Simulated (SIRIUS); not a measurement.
Worked example: self-consistent single point of MoS2 (P1, 3 atoms in the cell; from Materials Project mp-1434, changed as shown) in SIRIUS.

Level of theory: LDA (PW92), FP-LAPW (LAPW with two local orbitals a valence shell; core below -3 Ha), all-electron full potential with ZORA scalar-relativistic valence and Dirac core (SIRIUS 7.12.0).

The change in words: atom 1 moved by +0.15 angstrom along x; unit_cell.atom_type_rmt: {Mo: 2.36, S: 2.04} bohr → {Mo: 2.32, S: 2.01} bohr. Reference geometry (R3m):
```
CELL_PARAMETERS angstrom
      1.59215     0.91923     6.48210
     -1.59215     0.91923     6.48210
      0.00000    -1.83846     6.48210
ATOMIC_POSITIONS crystal
  Mo 0.99978 0.99978 0.99978
  S  0.41294 0.41294 0.41294
  S  0.25330 0.25330 0.25330
```

Reference input (self-consistent single point, DFT, LDA (PW92), FP-LAPW (LAPW with two local orbitals a valence shell; core below -3 Ha), all-electron full potential with ZORA scalar-relativistic valence and Dirac core): parameters.ngridk = 10 10 10; basis = LAPW with two local orbitals a valence shell, core below -3 Ha; unit_cell.atom_type_rmt = {Mo: 2.36, S: 2.04} bohr; parameters.xc_functionals = [XC_LDA_X, XC_LDA_C_PW]; parameters.aw_cutoff = 7; parameters.pw_cutoff = 16 1/bohr; parameters.smearing = fermi_dirac; parameters.smearing_width = 0.00183747 Ha; parameters.electronic_structure_method = full_potential_lapwlo; parameters.lmax_apw = 8; parameters.lmax_rho = 8; parameters.lmax_pot = 8. This run's input differs from it in these lines:

```diff
@@ -48,4 +48,4 @@
     "atom_type_rmt": {
-      "Mo": 2.36,
-      "S": 2.04
+      "Mo": 2.32,
+      "S": 2.01
     },
@@ -53,3 +53,3 @@
       "Mo": [
-        [0.99978, 0.99978, 0.99978]
+        [1.046886, 0.952674, 0.99978]
       ],
```

Output (repeated stretches shortened):

```
[find] density tolerance         : 1e-06
[find] total energy tolerance    : 1e-07
[find] iter_solver_tol (initial) : 0.01
[find] iter_solver_tol (target)  : 1e-13
[find] num_dft_iter              : 100
Charges and magnetic moments
--------------------------------------------------------------------------------
atom      charge    core leakage
--------------------------------------------------------------------------------
   0   40.132831    0.000000e+00
   1   13.835309    0.000000e+00
   2   13.835416    0.000000e+00

total core leakage    : 0.00000000e+00
interstitial charge   : 6.196444
total charge          : 74.000000
   [... lines left out ...]
[find]    2   13.956546    2.534994e-04
[find] total core leakage    : 5.09913900e-04
[find] interstitial charge   : 6.378054
[find] total charge          : 73.999489
[find] Energy
[find] smearing (-TS)                 :      -0.00000001
[find] Total energy                   :   -4841.53412154 (Ha),   -9683.06824307 (Ry)
[find] Free energy (E-TS)             :   -4841.53412155 (Ha),   -9683.06824310 (Ry)
[find] band gap (eV)                  :       1.04971757
[find] Efermi                         :       0.25681427
[find] iteration : 17, RMS (target) : 4.3659e-07 (1.0000e-06) , energy difference (target) : 1.3069e-09 (1.0000e-07)
[find] converged after 18 SCF iterations!
Warning in function "check_num_electrons" at src/density/density.cpp:1179
wrong number of electrons
  obtained value : 73.9995
  target value : 74
  difference : 0.000511086
  total core leakage : 0.000509914
    atom class : 0, core leakage : 2.91677e-06
    atom class : 1, core leakage : 0.000253498
    atom class : 2, core leakage : 0.000253499
[find] Charges and magnetic moments
[find] atom      charge    core leakage
[find]    0   39.708485    2.916767e-06
[find]    1   13.956404    2.534978e-04
[find]    2   13.956546    2.534994e-04
[find] total core leakage    : 5.09913900e-04
[find] interstitial charge   : 6.378054
[find] total charge          : 73.999489
[find] Energy
[find] smearing (-TS)                 :      -0.00000001
   [... lines left out ...]
[find] Free energy (E-TS)             :   -4841.53412155 (Ha),   -9683.06824310 (Ry)
   [... lines left out ...]
[find] band gap (eV)                  :       1.04971757
[find] Efermi                         :       0.25681427
[ground_state] ==== total Forces in Ha/bohr =====
[ground_state] atom:    0, force:      -0.0566302      0.0018983     -0.0000203
[ground_state] atom:    1, force:       0.0283482     -0.0009396     -0.0002351
[ground_state] atom:    2, force:       0.0283275     -0.0009657      0.0002553
```

The run converged in 18 iterations. Against the reference run the largest force goes from 0.271 to 2.914 eV/Å and the gap on the mesh goes from 1.119 to 1.050 eV.

Forces above 1 eV/Å remain at this geometry. The structure comes from a collection of computed structures, made at another level of theory; the collection holds predicted forms beside known ones. Values depend on the basis (sphere radii, cutoffs, local orbitals), which need not be converged.

Cost on one core: about 6 core-minutes (a rough figure).

The gap that the log prints is read on the run's mesh, which can miss the band edges or a crossing.
